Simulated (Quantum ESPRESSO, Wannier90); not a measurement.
**PbS (Cmcm): Wannier90 run**

```yaml
crystal:
  lattice:
    - [4.15991, 0.00000, 0.00000]
    - [0.00000, 0.00000, -4.27932]
    - [-2.07995, 5.99130, 0.00000]
  atoms:
    - { symbol: Pb, position: [0.13056, 0.25000, 0.26112] }
    - { symbol: Pb, position: [0.86944, 0.75000, 0.73888] }
    - { symbol: S, position: [0.35480, 0.25000, 0.70960] }
    - { symbol: S, position: [0.64520, 0.75000, 0.29040] }
```

Materials Project entry mp-1018115; symmetrised, unrelaxed at this level. Not found in the COD (Crystallography Open Database) copy used, which has the formula in other groups; not checked further. Method: PBEsol plane waves in Quantum ESPRESSO 7.5 (PseudoDojo norm-conserving files, 50 Ry, no spin polarisation, no spin-orbit coupling), Bloch states on a 8×8×8 mesh through Γ, Wannier90 4.0.1. Density: 8×8×8 mesh, cold smearing 0.01 Ry. Spin-orbit coupling is left out although heavy elements are present.

Valence charges of the files: Pb 14, S 6. 36 bands were computed.

Isolated groups of bands, relative to the valence-band maximum (bands from 21 on overlap up to the last one computed):

```tsv
bands	from (eV)	to (eV)	filling	weight on atomic waves
1–10	-16.39	-16.16	filled	Pb 5d 99 %
11–12	-13.03	-11.20	filled	S 3s 76 %, Pb 6p 14 %, Pb 6s 7 %
13–14	-8.47	-5.68	filled	Pb 6s 71 %, S 3p 17 %, S 3s 9 %
15–20	-4.45	0.00	filled	S 3p 71 %, Pb 6p 22 %, Pb 6s 5 %
```

Wanted is a model with the orbitals Pb s p, S s p, without the filled groups that are mainly made of other shells (semicore states, and anion s where it isn't named); all higher bands stay in for disentanglement.

Task: Give num_wann, exclude_bands and num_bands, and the number of electrons that the model holds.

Result: Electrons: 2×14 + 2×6 = 40, which fill 20 bands.
num_wann = 2×4 + 2×4 = 16.
exclude_bands = 1-10, 10 bands, so num_bands = 36 − 10 = 26.
The model holds 40 − 2×10 = 20 electrons. With the window frozen to 2.52 eV it follows pw.x to 1.1 meV rms (states up to 2.0 eV relative to the valence-band maximum).
